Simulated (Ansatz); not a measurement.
Energies of structures of TiAl at several levels, each column relative to the first row (P4/mmm, tP2, AFLOW prototype AB_tP2_123_a_d (L1_0, as in CuAu)), in eV/atom. Geometries are relaxed with r2SCAN (plane waves to 500 eV, PAW, scalar-relativistic; Ansatz, a quantum-chemistry and plane-wave program) unless a column says relaxed; all runs are Ansatz, PAW (cutoffs: PBE, relaxed 420 eV, PBEsol, relaxed 420 eV). Columns compare only within themselves.

| structure | r2SCAN | PBE, relaxed | PBEsol, relaxed |
|---|---|---|---|
| P4/mmm, tP2, AFLOW prototype AB_tP2_123_a_d (L1_0, as in CuAu) | 0.00 | 0.00 | 0.00 |
| R-3m, hR2, AFLOW prototype AB_hR2_166_a_b (L1_1, as in CuPt) | +0.25 | +0.22 | … |
| Fd-3m, cF16, AFLOW prototype AB_cF16_227_a_b (B32, as in NaTl) | +0.38 | +0.34 | … |
| Fm-3m, cF8, rock salt type | +0.71 | +0.64 | … |

Question: Fill in the missing entries.

Answer: 
- R-3m, hR2, AFLOW prototype AB_hR2_166_a_b (L1_1, as in CuPt), PBEsol, relaxed: +0.22
- Fd-3m, cF16, AFLOW prototype AB_cF16_227_a_b (B32, as in NaTl), PBEsol, relaxed: +0.34
- Fm-3m, cF8, rock salt type, PBEsol, relaxed: +0.68

At PBE, relaxed the lowest of those computed is still P4/mmm, tP2, AFLOW prototype AB_tP2_123_a_d (L1_0, as in CuAu). At PBEsol, relaxed the lowest of those computed is still P4/mmm, tP2, AFLOW prototype AB_tP2_123_a_d (L1_0, as in CuAu). Against r2SCAN, PBE moves these energy differences by -0.07 to -0.03 eV/atom and the volumes by +1.1 % to +1.5 %. Against r2SCAN, PBEsol moves these energy differences by -0.04 to -0.03 eV/atom and the volumes by -2.2 % to -1.5 %.

Probably no minimum, since a slightly shaken restart fell lower: Fd-3m, cF16, AFLOW prototype AB_cF16_227_a_b (B32, as in NaTl) (by 0.33 eV/atom, to I4₁/amd). Each run could gain symmetry but not lose that of its start, so entries can be saddle points. From databases, or of a type measured for this composition: P4/mmm, tP2, AFLOW prototype AB_tP2_123_a_d (L1_0, as in CuAu); the others are generated cells (placed on structure types, drawn at random, substituted or restacked) that were not matched to a known phase here. Energies are at zero temperature and pressure, without zero-point motion. No spin polarisation in the result. A magnetic state may lie lower.
